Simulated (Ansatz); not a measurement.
CuAu (CuAu type, space group P4/mmm)

```xyz
2
Lattice="2.8815 0.0000 0.0000 0.0000 2.8815 0.0000 0.0000 0.0000 3.6148" Properties=species:S:1:pos:R:3 pbc="T T T"
Cu     1.4408     1.4408     1.8074
Au     0.0000     0.0000     0.0000
```

Calculation: PBE (plane waves to 420 eV, PAW, scalar-relativistic; Ansatz, a quantum-chemistry and plane-wave program). DFPT wavenumbers on a 16×16×14 k mesh, in cm⁻¹ and rounded to 5; i marks imaginary ones, q is in fractions of the reciprocal vectors of the cell shown, and the three acoustic modes at Γ are left out. The program warned that its band solver left a few bands short of their tolerance. CuAu is run without spin polarisation. CuAu was relaxed with its symmetry unable to fall. Spin-orbit coupling is left out, though Au is heavy.

**Question.** Does any mode at Γ, X = (0.5, 0.0, 0.0), M = (0.5, 0.5, 0.0), Z = (0.0, 0.0, 0.5) come out imaginary?

**Answer.** No imaginary mode at these points (lowest 65 cm⁻¹ at X = (0.5, 0.0, 0.0)); other wave vectors were not tested.

**Question.** List the wavenumbers at Γ, X = (0.5, 0.0, 0.0), M = (0.5, 0.5, 0.0), Z = (0.0, 0.0, 0.5), with degeneracies.

**Answer.** 
```csv
q,wavenumbers (cm⁻¹)
Γ,"140 (×2), 185"
"X = (0.5, 0.0, 0.0)","65, 80, 125, 140, 145, 160"
"M = (0.5, 0.5, 0.0)","80, 85 (×2), 155, 170 (×2)"
"Z = (0.0, 0.0, 0.5)","65 (×2), 100, 125 (×2), 175"
```
